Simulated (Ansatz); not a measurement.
# Calculated 17O NMR of the central transition for Rb₂CdSe₂O₆

Cell: a measured structure from the Crystallography Open Database (COD) whose atoms were relaxed with PBE, the cell held.

```cif
data_Rb2CdSe2O6
_symmetry_space_group_name_H-M 'R-3m:H'
_symmetry_Int_Tables_number 166
_cell_length_a 5.7503
_cell_length_b 5.7503
_cell_length_c 19.6685
_cell_angle_alpha 90.000
_cell_angle_beta 90.000
_cell_angle_gamma 120.000
loop_
_atom_site_label
_atom_site_type_symbol
_atom_site_symmetry_multiplicity
_atom_site_Wyckoff_symbol
_atom_site_fract_x
_atom_site_fract_y
_atom_site_fract_z
Rb Rb 6 c 0.0000 0.0000 0.8023
Cd Cd 3 a 0.0000 0.0000 0.0000
Se Se 6 c 0.0000 0.0000 0.6259
O O 18 h 0.1561 0.8439 0.5887
```

One atom of each set is listed; the run and its k-mesh use a cell of 11 atoms with edges of 7.35, 7.35, 7.35 Å.

Method: Kohn–Sham DFT in Ansatz, PBE, plane waves and PAW, scalar-relativistic, 420 eV cutoff, Γ-centred 4×4×4 k-points, Fermi–Dirac smearing 0.02 eV.

17O has I = 5/2 and Q = -25.58 mb (Pyykkö 2018); at 16.4 T its Larmor frequency is ν₀ = 94.7 MHz. Only the quadrupole interaction is simulated: positions count from each site's isotropic chemical shift, and J coupling is left out, as are shift anisotropy and dipolar coupling, which fast spinning averages.

Task: What does the 17O spectrum (fast magic-angle spinning) show for each site?

Result: 

```json
{"site": "O", "first shell": "1 Se at 1.72 Å; also 1 Cd at 2.34 Å, 3 Rb at 2.94–3.09 Å", "C_Q (MHz)": "-7.94", "η": "0.20", "P_Q (MHz)": "7.99", "δ_QIS (ppm)": "-42.7", "breadth (kHz)": "9.13"}
```

δ_QIS = −(ν_Q²/30ν₀²)[I(I+1) − 3/4](1 + η²/3) × 10⁶ ppm with ν_Q = 3|C_Q|/[2I(2I−1)]; it falls as 1/B₀² in ppm, and the breadth as 1/B₀ in kHz.

At O V_zz points along its bond to Se (within 6°).
